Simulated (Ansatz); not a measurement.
CoSi$_{2}$ (fluorite or antifluorite type, Fm-3m) under volume change, plane-wave PAW PBEsol (Ansatz code), scaled uniformly.

```csv
V (Å³/atom),E − E(relaxed) (meV/atom),P (GPa)
11.371,72.9,22.61
11.746,30.6,13.82
12.120,___,___
12.495,0.0,0.01
12.870,___,___
13.245,24.5,-9.92
13.620,52.3,-13.76
```

Task: Some entries are withheld; supply them.

Result: 
- 12.870, E − E(relaxed) (meV/atom): 6.4
- 12.870, P (GPa): -5.37
- 12.120, E − E(relaxed) (meV/atom): 7.2
- 12.120, P (GPa): 6.35

Task: What does a third-order Birch–Murnaghan fit give for V₀, B₀ and B′?

Result: V₀ = 12.50 Å³/atom, B₀ = 194 GPa, B′ = 4.5.

The cell was relaxed with PBEsol under the symmetry of its start. No spin polarisation was allowed.

Potentials: the earlier of the program's two PAW sets. The files were generated under PBE; for other functionals the program regenerates the frozen cores, and for LDA and PBEsol the local potential too.
